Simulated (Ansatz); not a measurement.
Ansatz (an electronic-structure program) input:

Ansatz 0.2 input:
```yaml
crystal:
  lattice:
    - [2.0745089012, 1.1977182725, 9.8262236026]
    - [-2.0745089012, 1.1977182725, 9.8262236026]
    - [0.0, -2.3954365451, 9.8262236026]
  atoms:
    - { symbol: Bi, position: [0.3989808399, 0.3989808399, 0.3989808399] }
    - { symbol: Bi, position: [0.6010191601, 0.6010191601, 0.6010191601] }
    - { symbol: Se, position: [0.0, 0.0, 0.0] }
    - { symbol: Se, position: [0.2151177518, 0.2151177518, 0.2151177518] }
    - { symbol: Se, position: [0.7848822482, 0.7848822482, 0.7848822482] }
kpoints:
  mp_grid: { grid: [8, 8, 8] }
hamiltonian:
  xc: r2scan
  dispersion: d4
  pseudopotentials: { kind: paw }
scf:
  occupations: { method: fixed }
checkpoint: { read: static.run }
output: { write_density: true, elf: true, volumetric_format: npy }
basis: { fft_grid_basis: typed }
```

Output (shortened):

```
Pseudopotential: Bi, paw, valence charge 15
Pseudopotential: Se, paw, valence charge 16
Functional definition: r2SCAN
Crystal: 5 atoms, lattice volume = 146.490 Å³
Basis set: ecut = 500 eV, 3707 PW (Γ), exchange–correlation on 300×300×300 points (64 copies of the dense FFT grid, shifted against one another)
Bands: 47, of which v1, the nominal top of the filled ones, is band 39 counted from 1 (38 counted from 0)
Symmetry: 12 space group operations
Space group: R-3m (ITA 166), of the structure as read, at distance tolerance 5.3e-5 Å
k-points: 65 of 512
Stability of the state it starts from, as read at its close in the unpolarized treatment …
iter 1 solved again at ethr=1.14e-8 eV; its pass at ethr=3.10e-3 eV (dr2=8.92e-6 eV) is discarded
SCF iter   1: F=—  HF=-41259.367533 eV  |F-HF|=—  |Δ(HF+E_count)|=         —  Δρ=2.36e-7  dr2=1.37e-10  dr2_τ=2.78e-12  ethr=1.14e-8  ⟨swp⟩=4.1  Hψ=19458  notcnv=0  defer=386
preconditioner: auto → Resta (q_TF=auto, 2.456 Å⁻¹)
SCF iter   2: F=-41259.367533 eV  HF=-41259.367533 eV  |F-HF|=7.28e-12  |Δ(HF+E_count)|=   6.06e-9  Δρ=1.45e-7  dr2=6.33e-11  dr2_τ=3.61e-12  ethr=1.00e-12  ⟨swp⟩=11.7  Hψ=16727  notcnv=0
SCF 1 converged in 2 iterations: F = -41259.367533 eV  dr2 = 6.33e-11
SCF converged after 2 iterations
Free energy (F): -41259.367533 eV
Harris-Foulkes:  -41259.367533 eV  (|F-HF|=7.28e-12)
Internal energy: -41259.367533 eV  (E = F + TS)
E sigma→0 (E₀):  -41259.367533 eV
Fermi energy:    8.271890 eV
--- Per-component energies (eV) ---
  E_band       = -1435.379845
  E_kinetic    = 955.385169
  E_local      = -10673.289316  (includes V_loc(G=0)·N_el)
  E_nonlocal   = -659.193465
  E_hartree    = 4753.035590
  E_xc         = -577.921640
  E_vxc        = -631.473525  (∫ρ·V_xc dr)
  E_paw        = -27151.206279  (= ΣΔE_a)
  E_vpaw       = 30.055052  (= ΣTr[D̂ρ^β])
  E_aug_tail   = -0.001189  (compensation charges beyond the density's cutoff)
  E_vtau       = 37.066508  (kinetic-family band-sum trace: ∫τ·v_τ [+ j·A + Jᵃ·Aᵃ] dr)
  E_ewald      = -7901.901645
  E_disp       = -0.731543  (pairwise vdW)
  E_core_change = -3.543216  (= ΣΔE_core)
  E_smearing   =  0.000000  (= −TS)
  E_closure    = 0.000000  (closes the sum)
  Σ components = -41259.367533   (vs F -41259.367533, Δ=0.00e0)
  [band-id]    e_kinetic+e_local+e_nonlocal+2·e_hartree+e_vxc+e_vpaw+e_augmentation_tail+e_vtau = -1435.379585   (vs E_band -1435.379845, Δ=2.61e-4)
--- Band table (eV; the first three rows and the last of 65) ---
  k-point 0: bands = ["-39.7363", "-39.7363", "-39.7362", "-39.7362", "-39.7245", "-39.7245", "-39.7242", "-39.7242", "-39.7185", "-39.7184", "-39.6190", "-39.6117", "-39.6117", "-39.5807", "-39.5807", "-15.5550", "-15.5550", "-15.5530", "-15.5530", …
  k-point 1: bands = ["-39.7363", "-39.7363", "-39.7362", "-39.7362", "-39.7245", "-39.7245", "-39.7242", "-39.7242", "-39.7184", "-39.7184", "-39.6190", "-39.6117", "-39.6117", "-39.5807", "-39.5807", "-15.5575", "-15.5550", "-15.5513", "-15.5493", …
  k-point 2: bands = ["-39.7363", "-39.7362", "-39.7362", "-39.7361", "-39.7245", "-39.7245", "-39.7243", "-39.7242", "-39.7184", "-39.7184", "-39.6190", "-39.6118", "-39.6117", "-39.5807", "-39.5806", "-15.5649", "-15.5612", "-15.5438", "-15.5417", …
  k-point 64: bands = ["-39.7363", "-39.7363", "-39.7362", "-39.7362", "-39.7245", "-39.7245", "-39.7242", "-39.7242", "-39.7185", "-39.7184", "-39.6190", "-39.6117", "-39.6117", "-39.5807", "-39.5807", "-15.5550", "-15.5550", "-15.5530", "-15.5530", …
```

Cost: roughly 60 core-seconds on shared cores.

The r²SCAN+D4 relaxation kept the symmetry of its start. Scalar-relativistic: spin–orbit coupling is off unless named, which matters more the heavier the elements.

Potentials: the later of the program's two PAW sets.

Ansatz is a plane-wave DFT program.
